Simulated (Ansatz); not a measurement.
According to PBEsol in the plane-wave PAW code Ansatz, SiC in the hexagonal phase (P6_222; Si on 3d, C on 3c) relaxes to a = 3.066 Å, c = 7.031 Å. Against the elements it lies at 0.27 eV/atom, with no fitted shifts.

The Kohn–Sham gap is 0.77 eV (indirect). The valence maximum lies at Γ and the conduction minimum at M (3 equivalent valleys). The screened hybrid HSE06 puts the gap at 1.64 eV. Electrons at the band edge weigh 0.17, 0.45, 0.88 mₑ (principal values). The hole mass is 0.38, 0.38, 3.5 mₑ (principal values).

An equation-of-state fit gives a bulk modulus of 230 GPa. The relaxed-ion elastic constants in GPa are C11 = 453, C12 = 91.0, C13 = 105, C33 = 607, C44 = 202. The elastic constants imply a Debye temperature near 1160 K. Perturbation theory gives ε∞ = 11.3 (xx = yy), 11.4 (zz). Letting the ions move raises it to ε0 = 23.5 (xx = yy), 17.4 (zz). Born charges are Si +3.24, C -3.24 e. The phonon dispersion is stable (no imaginary branch). Without the LO–TO term the highest mode at Γ lies at 25.09 THz.

The start of the workflow was typed in or built on a structure type; neither database checked (COD, Materials Project) lists it. It is not the phase usual at ambient conditions (space group No. 186, 216). The cell was relaxed with PBEsol under the symmetry of its start. Its formation energy is positive at this level, so the cell may be metastable or incomplete. The references are the lowest solids computed at this level, not always the standard phases.

Potentials: the later of the program's two PAW sets.
